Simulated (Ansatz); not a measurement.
Data:

B₃HN₃:
```xyz
14
Lattice="3.7700 -2.1717 0.0000 3.7700 2.1717 0.0000 0.0000 0.0000 6.8260" Properties=species:S:1:pos:R:3 pbc="T T T"
B      3.7700     0.8357     3.5553
N      3.7700    -0.6069     3.1916
N      3.7700     0.6069     6.6046
B      3.7700    -0.8357     0.1423
B      5.0448    -1.3352     3.2883
N      1.2705    -0.5945     3.3263
N      1.2705     0.5945     6.7393
B      5.0448     1.3352     6.7013
B      2.4952    -1.3352     3.2883
N      6.2696    -0.5945     3.3263
N      6.2696     0.5945     6.7393
B      2.4952     1.3352     6.7013
H      3.7700     0.6050     4.9234
H      3.7700    -0.6050     1.5104
```

This is the r²SCAN+D4-relaxed structure.

Task: All from the program Ansatz at the r²SCAN+D4 level (PAW), unless another level is named. Predict the electronic character.

Result: metallic (no gap).

Task: Predict the density of states at the Fermi level.

Result: 0.07 states/eV per atom (mean over ±0.08 eV).

Task: And the formation energy from the elements (no fitted shifts)?

Result: -0.88 eV/atom.

Space group Cmc2_1. The start of the workflow was typed in or built on a structure type; neither database checked (COD, Materials Project) lists it. Whether it is the stable phase at ambient conditions was not checked. The r²SCAN+D4 relaxation kept the symmetry of its start; its stability against distortions is not shown here. The volume moved by -19 % from the start of the relaxation. The references are the lowest solids computed at this level, not always the standard phases (solids in place of the gases).

Potentials: the earlier of the program's two PAW sets.
